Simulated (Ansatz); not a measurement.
## Phonons of fluorite-structured LuH2

Method: PBEsol, scalar-relativistic; no spin polarisation; PAW, 420 eV, Gaussian smearing of 0.15 eV; code Ansatz. The datasets are Ansatz's generated set soft_2.

```xyz
3
Lattice="0.0000 2.4794 2.4794 2.4794 0.0000 2.4794 2.4794 2.4794 0.0000" Properties=species:S:1:pos:R:3 pbc="T T T"
Lu    0.0000    0.0000    0.0000
H     1.2397    1.2397    1.2397
H     3.7191    3.7191    3.7191
```

The start was a prototype's sites filled with these elements; the Crystallography Open Database holds the compound in this structure.

Force constants come from finite displacements in a 2×2×2 supercell (the unit cell's 12×12×12 k-mesh, folded to it); the long-range dipole term is not included. Points in reciprocal vectors of this cell: Γ = (0.000, 0.000, 0.000), X = (0.500, 0.000, 0.500), U = (0.625, 0.250, 0.625), K = (0.375, 0.375, 0.750), L = (0.500, 0.500, 0.500), W = (0.500, 0.250, 0.750).

Frequencies at the named points (cm⁻¹, imaginary ones negative):
| point | ω (cm⁻¹) |
| --- | --- |
| Γ | 0 0 0 996 996 996 1212 1212 1212 |
| X | 116 116 162 1026 1082 1082 1116 1116 1179 |
| U | 111 124 147 1036 1076 1082 1112 1116 1162 |
| K | 111 124 147 1036 1076 1082 1112 1116 1162 |
| L | 88 88 134 1035 1035 1055 1139 1139 1147 |
| W | 111 137 137 1049 1053 1096 1096 1142 1148 |

Question: Is the structure dynamically stable along this path, and where does the spectrum end?

Answer: Yes: no branch is imaginary beyond numerical noise. The highest frequency is 1212 cm⁻¹, at Γ. Points that don't fit the supercell are interpolated.

Question: What does the harmonic approximation give for the vibrational free energy, entropy and heat capacity?

Answer: Zero-point energy 142.8 meV/atom.
```csv
T (K),F_vib (meV/atom),S (J/K per mole of atoms),C_V (J/K per mole of atoms)
100,140.6,5.6,6.8
200,131.8,10.8,8.3
300,118.6,14.6,10.5
400,101.7,18.0,13.4
500,81.4,21.3,15.9
600,57.7,24.4,17.9
700,30.9,27.2,19.3
800,1.3,29.9,20.4
900,-31.0,32.3,21.2
1000,-65.7,34.6,21.9
```

The highest mode, 1212 cm⁻¹, is worth 1740 K. At 300 K the heat capacity has reached 42 % of the classical limit 3R = 24.9 J/K per mole of atoms, since the stiffer modes are still partly frozen out.

The crystal is a metal or nearly so; low and unstable modes depend on mesh and smearing.

Cost: 92 s on 4 threads of Arm Neoverse V2 (shared host), peak memory 1.8 GiB.

No spin–orbit coupling, a notable omission for heavy elements.
